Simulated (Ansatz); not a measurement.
**Equation of state of Al**

```
Al
1.0
     0.00000    2.02398    2.02398
     2.02398    0.00000    2.02398
     2.02398    2.02398    0.00000
Al
1
Direct
  0.00000 0.00000 0.00000
```

The cell comes from COD entry 4313206, which wasn't checked; take it as a given geometry.

Methods: DFT, LDA, all-electron LAPW, scalar-relativistic (Ansatz 0.2.0); DFT, LDA, PAW with Ansatz's default frozen-core files, scalar-relativistic (Ansatz 0.2.0).

For LAPW: a Γ-centred 17×17×17 k mesh, Fermi–Dirac smearing of 0.03 eV, basis error target 0.5 meV/atom, no spin polarisation. PAW takes a cutoff of 420 eV at this cell (files made with PBE, cores remade for this functional). The Ansatz runs share mesh, smearing and spin set-up. Plane-wave (PAW) pressures include the program's estimate of the Pulay term.

The cell above is scaled evenly, with fractional coordinates and shape held.

| V/V(cell) | V (Å³/atom) | P, LAPW (GPa) | P, PAW (GPa) |
| --- | --- | --- | --- |
| 0.9400 | 15.588 | 1.13 | 1.13 |
| 0.9600 | 15.919 | -0.65 | -0.65 |
| 0.9800 | 16.251 | -2.22 | -2.23 |
| 0.9900 | 16.417 | -2.95 | -2.96 |
| 1.0000 | 16.582 | -3.63 | -3.64 |
| 1.0100 | 16.748 | -4.27 | -4.28 |
| 1.0200 | 16.914 | -4.88 | -4.90 |
| 1.0400 | 17.246 | -6.00 | -6.02 |
| 1.0600 | 17.577 | -6.99 | -7.01 |

**Question.** What do Birch–Murnaghan fits to the pressures give?

**Answer.** LAPW: V0 = 15.79 Å³/atom, B0 = 83 GPa, B0′ = 4.5; PAW: V0 = 15.79 Å³/atom, B0 = 83 GPa, B0′ = 4.5.

PAW's V0 lies 0.00 % from the all-electron value and its B0 0.2 %. Symmetry fixes shape and coordinates here, so this is the relaxed modulus.
